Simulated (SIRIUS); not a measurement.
Consider a self-consistent single point of Si (P6_3/mmc, 8 atoms in the cell; from Materials Project mp-165, changed as shown).

```
Si
1.0
    3.75469     0.00000     0.00000
    0.00000     6.50332     0.00000
    0.00000     0.00000     6.20597
Si
8
Cartesian
  0.00000   2.16777   0.39104
  1.87735   1.08389   5.81493
  1.87735   1.08389   3.49402
  0.00000   2.16777   2.71195
  1.87735   5.41943   0.39104
  0.00000   4.33555   5.81493
  0.00000   4.33555   3.49402
  1.87735   5.41943   2.71195
```

All values come from this method and carry its errors: LDA (PW92), GBRV LDA ultrasoft pseudopotentials (plane waves; SIRIUS).

SIRIUS settings:

parameters.ngridk: 6 4 4
parameters.xc_functionals: [XC_LDA_X, XC_LDA_C_PW]
parameters.gk_cutoff: 6.325 1/bohr
parameters.pw_cutoff: 14.143 1/bohr
parameters.smearing: fermi_dirac
parameters.smearing_width: 0.000734986 Ha
potentials: GBRV LDA ultrasoft pseudopotentials
parameters.electronic_structure_method: pseudopotential
parameters.num_bands: 20
parameters.num_mag_dims: 0
parameters.num_dft_iter: 100
parameters.energy_tol: 1e-07 Ha
parameters.density_tol: 1e-06
mixer.type: broyden2
mixer.beta: 0.5
mixer.use_hartree: false

Problem. Estimate, at this level of theory: gap on the k-point mesh and pressure.

Solution. The run gave:

```
Property                   Result
-----------------------  --------
Gap on the k-point mesh   0.19 eV
Pressure                 3.88 GPa
```

The gap is read on the k-point mesh of the run and can differ from the gap over the whole zone at this level.

For comparison: a first run was changed to give this one (lattice scaled by 0.98), and from it to this one the free energy goes up by 5.2 meV/atom, the pressure goes from -2.17 to 3.88 GPa, the largest force goes from 0.017 to 0.008 eV/Å and the gap on the mesh goes from 0.319 to 0.189 eV.

The structure comes from a collection of computed structures, made at another level of theory; the collection holds predicted forms beside known ones.

Cost on one core: roughly 90 core-seconds.
